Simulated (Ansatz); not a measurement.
Relaxation of a relaxed Ru cell displaced along its unstable phonon at q = (½, ½, 0) of its primitive reciprocal cell (74i cm⁻¹), largest move 0.15 Å; 2 atoms in the cell, which starts as P4/nmm, origin choice 1 (No. 129), tP2; a = b = 3.5515 Å, c = 2.5113 Å, α = β = γ = 90.00°. Calculation: PBE (plane waves to 420 eV, PAW, scalar-relativistic; Ansatz, a first-principles code). Γ-centred k-mesh 13×13×13 on the run's cell (coarser than for final values), Fermi–Dirac smearing 0.05 eV. This is the first round of the run. 

The optimiser's lines from the output (shortened; P is positive under compression):

```
relax step   1: F+E_penalty+E_count = -11755.16275451 eV  Δ(F+E_penalty+E_count) = +0.000e0 eV  max|allowed force component| = 2.078e-1 eV/Å  Δτ_max = 0.0000 Å  P = -1.238 GPa  Ω = 31.675 Å³  (6 SCF iters, dr2 threshold 1.00e-7 eV, accepted)
relax step   2: F+E_penalty+E_count = -11755.19365906 eV  Δ(F+E_penalty+E_count) = -3.090e-2 eV  max|allowed force component| = 3.505e-1 eV/Å  Δτ_max = 0.0547 Å  P = +1.957 GPa  Ω = 31.093 Å³  (6 SCF iters, dr2 threshold 2.00e-7 eV, accepted)
relax step   3: F+E_penalty+E_count = -11755.25581414 eV  Δ(F+E_penalty+E_count) = -6.216e-2 eV  max|allowed force component| = 5.366e-1 eV/Å  Δτ_max = 0.0668 Å  P = +0.334 GPa  Ω = 31.089 Å³  (6 SCF iters, dr2 threshold 2.00e-7 eV, accepted)
relax step   4: F+E_penalty+E_count = -11755.67202212 eV  Δ(F+E_penalty+E_count) = -4.162e-1 eV  max|allowed force component| = 9.442e-1 eV/Å  Δτ_max = 0.1937 Å  P = -9.272 GPa  Ω = 31.184 Å³  (6 SCF iters, dr2 threshold 2.00e-7 eV, accepted)
relax step   5: F+E_penalty+E_count = -11756.16776726 eV  Δ(F+E_penalty+E_count) = -4.957e-1 eV  max|allowed force component| = 5.503e-1 eV/Å  Δτ_max = 0.1071 Å  P = +1.453 GPa  Ω = 28.747 Å³  (6 SCF iters, dr2 threshold 2.00e-7 eV, accepted)
relax step   6: F+E_penalty+E_count = -11756.27930568 eV  Δ(F+E_penalty+E_count) = -1.115e-1 eV  max|allowed force component| = 3.452e-1 eV/Å  Δτ_max = 0.0874 Å  P = +1.403 GPa  Ω = 28.408 Å³  (6 SCF iters, dr2 threshold 2.00e-7 eV, accepted)
relax step   7: F+E_penalty+E_count = -11756.29116932 eV  Δ(F+E_penalty+E_count) = -1.186e-2 eV  max|allowed force component| = 3.551e-3 eV/Å  Δτ_max = 0.0315 Å  P = -1.215 GPa  Ω = 28.641 Å³  (6 SCF iters, dr2 threshold 2.00e-7 eV, accepted)
relax step   8: F+E_penalty+E_count = -11756.29175661 eV  Δ(F+E_penalty+E_count) = -5.873e-4 eV  max|allowed force component| = 6.621e-4 eV/Å  Δτ_max = 0.0003 Å  P = -0.130 GPa  Ω = 28.525 Å³  (6 SCF iters, dr2 threshold 2.00e-7 eV, accepted)
relax step   9: F+E_penalty+E_count = -11756.29177149 eV  Δ(F+E_penalty+E_count) = -1.488e-5 eV  max|allowed force component| = 6.926e-5 eV/Å  Δτ_max = 0.0001 Å  P = +0.003 GPa  Ω = 28.511 Å³  (6 SCF iters, dr2 threshold 6.43e-8 eV, accepted)
relax step  10: F+E_penalty+E_count = -11756.29091509 eV  Δ(F+E_penalty+E_count) = +8.564e-4 eV  max|allowed force component| = 6.985e-5 eV/Å  Δτ_max = 0.0000 Å  P = +0.092 GPa  Ω = 28.511 Å³  stress off target by 2.62e-1 GPa  SCF on the basis re-selected at this cell (its energy is not comparable with the rows above)  (6 SCF iters)
relax step  11: F+E_penalty+E_count = -11756.29092976 eV  Δ(F+E_penalty+E_count) = -1.467e-5 eV  max|allowed force component| = 6.457e-5 eV/Å  Δτ_max = 0.0000 Å  P = +0.003 GPa  Ω = 28.518 Å³  (6 SCF iters, dr2 threshold 1.72e-7 eV, accepted)
relax step  12: F+E_penalty+E_count = -11756.29093186 eV  Δ(F+E_penalty+E_count) = -2.101e-6 eV  max|allowed force component| = 6.457e-5 eV/Å  Δτ_max = 0.0000 Å  P = +0.003 GPa  Ω = 28.518 Å³  stress off target by 1.13e-2 GPa  SCF on the basis re-selected at this cell (its energy is not comparable with the rows above)  (8 SCF iters)
```

From the first to the last row the energy changes by -0.56 eV/atom and the volume by -10.0 %. The last row is marked as not comparable with the walk above it, whose basis was carried along; it does compare with step 1, since both stand on a basis selected at the nominal cutoff for their own cell.

Later rounds, restarted from the end of this one on a renewed k-mesh, logged 8 more steps and released under 0.01 eV/atom more. The final structure after all rounds: I4/mmm (No. 139), tI2, AFLOW prototype A_tI2_139_a (A_a); a = b = 3.228 Å, c = 2.737 Å, α = β = γ = 90.00°. Between re-selections the logged energies stand on a plane-wave basis carried along with the cell. No spin polarisation in the result. A magnetic state may lie lower.

The run could not lose the symmetry of its start, so the end can be a saddle point.

The relaxed structure here is a generated cell of Ru: the first start was made by placing the elements on the sites of a structure type, and the end was not matched to a known phase here, so it may be hypothetical. Known forms of Ru include space group No. 194.
